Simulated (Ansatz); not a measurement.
The relaxed structure here is a generated cell of Si2Ni: the first start was made by placing the elements on the sites of a structure type, and the end was not matched to a known phase here, so it may be hypothetical. Known forms of Si2Ni include space group No. 225.

The end point of a relaxation of Si$_{2}$Ni. The numbers are results of r2SCAN (plane waves to 500 eV, PAW, scalar-relativistic; Ansatz, an electronic-structure program), not measurements.

```
CELL_PARAMETERS angstrom
      0.00000     4.77379     4.77379
      4.77379     0.00000     4.77379
      4.77379     4.77379     0.00000
ATOMIC_POSITIONS crystal
  Si 0.12500 0.12500 0.12500
  Si 0.62500 0.12500 0.12500
  Si 0.12500 0.62500 0.12500
  Si 0.12500 0.12500 0.62500
  Ni 0.25000 0.25000 0.25000
  Ni 0.00000 0.00000 0.00000
```

Q: Determine the symmetry and give the standard cell with its independent sites.

A: Space group Fd-3m, origin choice 1 (No. 227); a = b = c = 9.548 Å, α = β = γ = 90.00°

```json
[
 {"atom": "Si", "site": "16d", "symmetry": ".-3m", "x": "0.6250", "y": "0.6250", "z": "0.6250"},
 {"atom": "Ni", "site": "8b", "symmetry": "-43m", "x": "0.5000", "y": "0.5000", "z": "0.5000"}
]
```

This is the AFLOW prototype A2B_cF24_227_c_a (C9, as in SiO2).

Q: Give the shortest distances between elements (the closest pairs, up to four, under 3.6 Å).

A: Ni–Si 2.07 Å; Si–Si 3.38 Å.

```yaml
volume_per_atom: 36.26 Å³
band_gap: 1.27 eV, indirect (valence top at L, conduction bottom at k = (0, 0.3333, -0.3333)) (no spin-orbit coupling)
smallest_direct_gap: 1.34 eV at U
magnetic_moment: zero (the starting moments vanished)
```

No spin polarisation in the result: the starting moments vanished. A magnetic state may lie lower.

The run could not lose the symmetry of its start: the end is stationary, and may be a saddle point rather than a minimum.

All atoms sit on sites fixed by symmetry, so only the cell could relax.
